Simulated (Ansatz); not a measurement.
Sr$_{3}$Ti$_{2}$O$_{7}$ (space group I4/mmm)

```cif
data_O14Sr6Ti4
_chemical_formula_sum 'Sr6 Ti4 O14'
_space_group_name_H-M_alt 'I4/mmm'
_space_group_IT_number 139
_space_group_name_Hall '-I 4 2'
_cell_length_a 3.88577
_cell_length_b 3.88577
_cell_length_c 20.21264
_cell_angle_alpha 90.000
_cell_angle_beta 90.000
_cell_angle_gamma 90.000
loop_
_atom_site_label
_atom_site_type_symbol
_atom_site_symmetry_multiplicity
_atom_site_Wyckoff_symbol
_atom_site_fract_x
_atom_site_fract_y
_atom_site_fract_z
_atom_site_occupancy
Sr1 Sr 4 e 0.00000 0.00000 0.31576 1
Sr2 Sr 2 b 0.00000 0.00000 0.50000 1
Ti1 Ti 4 e 0.00000 0.00000 0.09781 1
O1 O 8 g 0.00000 0.50000 0.09625 1
O2 O 4 e 0.00000 0.00000 0.19412 1
O3 O 2 a 0.00000 0.00000 0.00000 1
```
(The calculation used a cell of 12 atoms; values per cell refer to that cell.)

E(V) scan at fixed shape, V₀ the volume above. The atoms relax within the cell's symmetry.

These are PBEsol (plane waves to 420 eV, PAW, scalar-relativistic; Ansatz, an electronic-structure program) values and carry that method's errors. k mesh 10×10×10 (Γ-centred), Fermi-Dirac smearing 0.05 eV. E stands for the smeared free energy. Sr3Ti2O7 is run without spin polarisation. Sr3Ti2O7 was relaxed with its symmetry unable to fall. The zero of ΔE is the relaxed starting cell.

### Question
What ΔE (eV/atom) does the calculation give at V/V₀ = 0.867, 0.893, 0.947, 1.053, 1.080, 1.107?

### Answer
```json
[
 {"V/V₀": "0.867", "ΔE (eV/atom)": "0.1410"},
 {"V/V₀": "0.893", "ΔE (eV/atom)": "0.0854"},
 {"V/V₀": "0.947", "ΔE (eV/atom)": "0.0191"},
 {"V/V₀": "1.053", "ΔE (eV/atom)": "0.0155"},
 {"V/V₀": "1.080", "ΔE (eV/atom)": "0.0331"},
 {"V/V₀": "1.107", "ΔE (eV/atom)": "0.0557"}
]
```

(Under strain, the slope of the energy per volume gives the stress and its curvature an elastic modulus.)
